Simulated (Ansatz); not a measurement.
MgO (rock salt, Fm-3m), DFT-PBEsol in the program Ansatz with PAW potentials. The conduction-band minimum lies at Γ, with 1 equivalent valley. Second derivatives d²E/dk² of the lowest band at one valley (eV·Å²), along Cartesian directions:

```tsv
direction	d²E/dk²
[100]	22.37
[010]	22.37
[001]	22.37
[110]	22.37
[101]	22.37
[011]	22.37
```

Q: Find the principal effective masses, the density-of-states mass and the conductivity mass.

A: Off-diagonal terms follow from H_xy = H[110] − (H_xx + H_yy)/2, and m*/mₑ = 7.620 eV·Å² over each eigenvalue: 0.34, 0.34, 0.34. One valley's DOS mass (m₁m₂m₃)^(1/3) = 0.34, conductivity mass 3/(Σ 1/mᵢ) = 0.34 mₑ.

Q: What effective density of states Nc follows at 300 K for parabolic valleys?

A: Nc = 2.509e19 × 1 × (0.34)^(3/2) ≈ 5.0e18 cm⁻³.

Q: With the computed static dielectric constant 10.4 (mean of the diagonal), estimate a hydrogenic donor's binding energy and radius.

A: E = 13.606 eV × 0.34/10.4² ≈ 43 meV; a = 0.529 Å × ε/m* ≈ 16 Å. Semilocal masses tend to be too small where the gap is.

Q: With ε∞ = 3.25 and ω_LO = 692 cm⁻¹, what Fröhlich coupling constant follows?

A: α = (1/ε∞ − 1/ε0) √(m* × 13.606 eV/ħω_LO) = 1.6.

The cell was relaxed with PBEsol under the symmetry of its start; phonons on a q-mesh show no instability.

Potentials: the later of the program's two PAW sets.
